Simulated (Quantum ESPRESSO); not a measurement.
Ge7, input and log of a self-consistent run

A calculation, not a measurement. The program is pw.x of Quantum ESPRESSO 7.5 (plane-wave density functional theory). The cell is made up: 7 atoms on a zincblende/diamond lattice with one site empty, with randomly drawn elements, strain and displacements, not relaxed. PseudoDojo standard norm-conserving files (v0.5 for PBE, v0.4.1 for LDA and PBEsol) set the functional; there is no spin polarisation, spin-orbit coupling or dispersion term, and the masses in the input are unused placeholders. A spin-polarised start on this cell or one of its family kept no moment.

Input:

```
&control calculation='scf', pseudo_dir='./dojo.nc.sr.pbe.v0_5.standard.upf', outdir='./o', disk_io='low', tprnfor=.true., tstress=.true. /
&system ibrav=0, nat=7, ntyp=1, nbnd=59, ecutwfc=77.98206166, nosym=.true., tot_charge=0,
 occupations='smearing', smearing='fd', degauss=0.0073498644
/
&electrons conv_thr=7.350e-09, electron_maxstep=60, /
ATOMIC_SPECIES
Ge 1.0 Ge.upf
CELL_PARAMETERS angstrom
5.5958 0.0229 0.0355
0.0229 5.4716 0.0119
0.035 0.0117 5.5883
ATOMIC_POSITIONS angstrom
Ge -0.0315 0.0337 -0.1144
Ge 0.0499 2.7564 2.8742
Ge 2.8451 2.7458 0.095
Ge 1.5163 1.3805 1.5218
Ge 1.393 4.178 4.1223
Ge 4.2288 1.3777 4.2441
Ge 4.2838 4.1522 1.4787
K_POINTS automatic
6 6 6 1 1 1
```

The log is shortened where brackets say so; the opening notice, blank lines, dates and the lines on written files are dropped, and the path of the files is cut. It prints rydbergs, bohrs and kilobars, and counts compression as positive stress.

```
     Program PWSCF v.7.5
     Parallel version (MPI & OpenMP), running on       4 processor cores
     Number of MPI processes:                 4
     Threads/MPI process:                     1
     [start-up lines left out]
     bravais-lattice index     =            0
     lattice parameter (alat)  =      10.5748  a.u.
     unit-cell volume          =    1154.5858 (a.u.)^3
     number of atoms/cell      =            7
     number of atomic types    =            1
     number of electrons       =        98.00
     number of Kohn-Sham states=           59
     kinetic-energy cutoff     =      77.9821  Ry
     charge density cutoff     =     311.9282  Ry
     scf convergence threshold =      7.3E-09
     mixing beta               =       0.7000
     number of iterations used =            8  plain     mixing
     Exchange-correlation= PBE
                           (   1   4   3   4   0   0   0)
     [axes and pseudopotential details left out]
   Cartesian axes
     site n.     atom                  positions (alat units)
         1        Ge     tau(   1) = (  -0.0056291   0.0060222  -0.0204433  )
         2        Ge     tau(   2) = (   0.0089171   0.4925697   0.5136206  )
         3        Ge     tau(   3) = (   0.5084204   0.4906755   0.0169765  )
         4        Ge     tau(   4) = (   0.2709634   0.2466959   0.2719462  )
         5        Ge     tau(   5) = (   0.2489296   0.7466101   0.7366565  )
         6        Ge     tau(   6) = (   0.7556881   0.2461955   0.7584222  )
         7        Ge     tau(   7) = (   0.7655166   0.7419997   0.2642442  )
     number of k points=   108  Fermi-Dirac smearing, width (Ry)=  0.0073
     Number of k-points >= 100: set verbosity='high' to print them.
     Dense  grid:   107419 G-vectors     FFT dimensions: (  60,  60,  60)
     Estimated max dynamical RAM per process >     474.29 MB
     Estimated total dynamical RAM >       1.78 GB
     Initial potential from superposition of free atoms
     starting charge      97.9942, renormalised to      98.0000
     Starting wfcs are   63 randomized atomic wfcs
     total cpu time spent up to now is        6.8 secs
     per-process dynamical memory:   419.7 Mb
     Self-consistent Calculation
     iteration #  1     ecut=    77.98 Ry     beta= 0.70
     Davidson diagonalization with overlap
     ethr =  1.00E-02,  avg # of iterations =  3.0
     Threshold (ethr) on eigenvalues was too large:
     Diagonalizing with lowered threshold
     Davidson diagonalization with overlap
     ethr =  9.94E-05,  avg # of iterations =  7.3
     total cpu time spent up to now is       46.4 secs
     total energy              =   -1250.28997180 Ry
     estimated scf accuracy    <       0.11145260 Ry
     iteration #  2     ecut=    77.98 Ry     beta= 0.70
     Davidson diagonalization with overlap
     ethr =  1.14E-04,  avg # of iterations =  2.0
     total cpu time spent up to now is       60.7 secs
     total energy              =   -1250.29571652 Ry
     estimated scf accuracy    <       0.03248222 Ry
     iteration #  3     ecut=    77.98 Ry     beta= 0.70
     Davidson diagonalization with overlap
     ethr =  3.31E-05,  avg # of iterations =  2.1
     total cpu time spent up to now is       74.1 secs
     total energy              =   -1250.30462534 Ry
     estimated scf accuracy    <       0.01143310 Ry
     iteration #  4     ecut=    77.98 Ry     beta= 0.70
     Davidson diagonalization with overlap
     ethr =  1.17E-05,  avg # of iterations =  2.4
     total cpu time spent up to now is       87.9 secs
     total energy              =   -1250.30659977 Ry
     estimated scf accuracy    <       0.00212192 Ry
     iteration #  5     ecut=    77.98 Ry     beta= 0.70
     Davidson diagonalization with overlap
     ethr =  2.17E-06,  avg # of iterations =  5.0
     total cpu time spent up to now is      104.6 secs
     total energy              =   -1250.30706223 Ry
     estimated scf accuracy    <       0.00007638 Ry
     iteration #  6     ecut=    77.98 Ry     beta= 0.70
     Davidson diagonalization with overlap
     ethr =  7.79E-08,  avg # of iterations =  3.2
     total cpu time spent up to now is      119.7 secs
     total energy              =   -1250.30707671 Ry
     estimated scf accuracy    <       0.00001372 Ry
     iteration #  7     ecut=    77.98 Ry     beta= 0.70
     Davidson diagonalization with overlap
     ethr =  1.40E-08,  avg # of iterations =  2.4
     total cpu time spent up to now is      134.7 secs
     total energy              =   -1250.30708011 Ry
     estimated scf accuracy    <       0.00000245 Ry
     iteration #  8     ecut=    77.98 Ry     beta= 0.70
     Davidson diagonalization with overlap
     ethr =  2.50E-09,  avg # of iterations =  2.0
     total cpu time spent up to now is      149.0 secs
     total energy              =   -1250.30708061 Ry
     estimated scf accuracy    <       0.00000022 Ry
     iteration #  9     ecut=    77.98 Ry     beta= 0.70
     Davidson diagonalization with overlap
     ethr =  2.21E-10,  avg # of iterations =  3.1
     total cpu time spent up to now is      165.6 secs
     total energy              =   -1250.30708066 Ry
     estimated scf accuracy    <       0.00000006 Ry
     iteration # 10     ecut=    77.98 Ry     beta= 0.70
     Davidson diagonalization with overlap
     ethr =  6.51E-11,  avg # of iterations =  2.0
     total cpu time spent up to now is      179.7 secs
     total energy              =   -1250.30708068 Ry
     estimated scf accuracy    <          7.8E-09 Ry
     iteration # 11     ecut=    77.98 Ry     beta= 0.70
     Davidson diagonalization with overlap
     ethr =  8.01E-12,  avg # of iterations =  2.0
     total cpu time spent up to now is      192.4 secs
     End of self-consistent calculation
     Number of k-points >= 100: set verbosity='high' to print the bands.
     the Fermi energy is     8.3786 ev
!    total energy              =   -1250.30708068 Ry
     estimated scf accuracy    <          7.2E-10 Ry
     smearing contrib. (-TS)   =      -0.00516887 Ry
     internal energy E=F+TS    =   -1250.30191181 Ry
     The total energy is F=E-TS. E is the sum of the following terms:
     one-electron contribution =    -695.17153321 Ry
     hartree contribution      =     410.46657421 Ry
     xc contribution           =    -305.39606104 Ry
     ewald contribution        =    -660.20089177 Ry
     convergence has been achieved in  11 iterations
     Forces acting on atoms (cartesian axes, Ry/au):
     atom    1 type  1   force =     0.03905146   -0.00194939    0.07530565
     atom    2 type  1   force =    -0.01440253   -0.02044462   -0.02447907
     atom    3 type  1   force =    -0.01309418    0.03248696   -0.02189387
     atom    4 type  1   force =    -0.01600933   -0.05168404   -0.00192195
     atom    5 type  1   force =     0.07273811    0.00842398    0.01671839
     atom    6 type  1   force =    -0.04895230    0.01312476   -0.04186962
     atom    7 type  1   force =    -0.01933123    0.02004235   -0.00185952
     Total force =     0.154284     Total SCF correction =     0.000216
     Computing stress (Cartesian axis) and pressure
          total   stress  (Ry/bohr**3)                   (kbar)     P=       43.82
   0.00030953  -0.00003940  -0.00005949           45.53       -5.80       -8.75
  -0.00003940   0.00035513   0.00000226           -5.80       52.24        0.33
  -0.00005949   0.00000226   0.00022902           -8.75        0.33       33.69
     init_run     :      6.56s CPU      6.82s WALL (       1 calls)
     electrons    :    184.58s CPU    185.56s WALL (       1 calls)
     forces       :      2.15s CPU      2.16s WALL (       1 calls)
     stress       :      7.45s CPU      7.45s WALL (       1 calls)
     [timing details left out]
     PWSCF        :   3m20.83s CPU   3m22.17s WALL
     JOB DONE.
```

In other units: free energy -17011.294 eV for the cell, pressure 4.38 GPa, largest force component 1.936 eV/Å. A rerun of the same cell at another strain at 1347 eV and a 8 x 8 x 8 mesh moved values by no more than 0.006 eV in energy, 0.02 GPa in stress and 0.005 eV/Å in force.